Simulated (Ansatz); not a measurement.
TlF (rock salt, Fm-3m), LDA in the plane-wave PAW code Ansatz. The conduction-band minimum lies at L, with 4 equivalent valleys. Second derivatives d²E/dk² of the lowest band at one valley (eV·Å²), along Cartesian directions:

| direction | d²E/dk² |
|---|---|
| [100] | 33.06 |
| [010] | 33.06 |
| [001] | 33.06 |
| [110] | 49.21 |
| [101] | 16.90 |
| [011] | 16.90 |

Problem. Find the principal effective masses, the density-of-states mass and the conductivity mass.

Solution. Off-diagonal terms follow from H_xy = H[110] − (H_xx + H_yy)/2, and m*/mₑ = 7.620 eV·Å² over each eigenvalue: 0.12, 0.45, 0.45. One valley's DOS mass (m₁m₂m₃)^(1/3) = 0.29, conductivity mass 3/(Σ 1/mᵢ) = 0.23 mₑ.

Problem. What effective density of states Nc follows at 300 K for parabolic valleys?

Solution. Nc = 2.509e19 × 4 × (0.29)^(3/2) ≈ 1.6e19 cm⁻³.

The workflow started from an entry of the Crystallography Open Database (COD); the relaxed space group is not among those it files for this formula. COD files the formula under space group No. 28, 57, 69, 129, 139, so this cell is another polymorph or a model. Its standing as an ambient phase is unchecked. The LDA relaxation kept the symmetry of its start; whether a distortion lowers the energy is not shown. Scalar-relativistic: spin–orbit coupling is off unless named, which matters more the heavier the elements.

Potentials: the later of the program's two PAW sets.

Edges and masses are those of Kohn–Sham bands, whose gap is no quasiparticle gap.
